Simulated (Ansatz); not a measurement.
Polymorphs of As, each relaxed with plane-wave PAW r²SCAN (Ansatz code):

A: I4_132
a = b = c = 6.9033 Å, α = β = γ = 90.00°

```tsv
atom	site	symmetry	x	y	z
As	8a	.32	0.1250	0.1250	0.1250
```

B: diamond (Fd-3m)
a = 6.057 Å, b = 6.057 Å, c = 6.057 Å, α = 90.00°, β = 90.00°, γ = 90.00°

```json
[
 {"atom": "As", "site": "8b", "symmetry": "-43m", "x": "0.5000", "y": "0.5000", "z": "0.5000"}
]
```

### Question
Order them by energy per atom at 0 K (lowest first) at the level r²SCAN.

### Answer
B (+0 meV/atom), A (+328 meV/atom)

Typed or built starts, not in the databases checked: A; B. Not the usual ambient phase: A; B. Unstable at this level: A; B. All cells were relaxed under the symmetry of their starts (and spin orders); stability against distortions was not tested throughout. Scalar-relativistic: spin–orbit coupling is off unless named, which matters more the heavier the elements.

Energies hold the estimated change up to a 700 eV cutoff; steps of a few meV lie near the error of the meshes.

Potentials: the later of the program's two PAW sets.
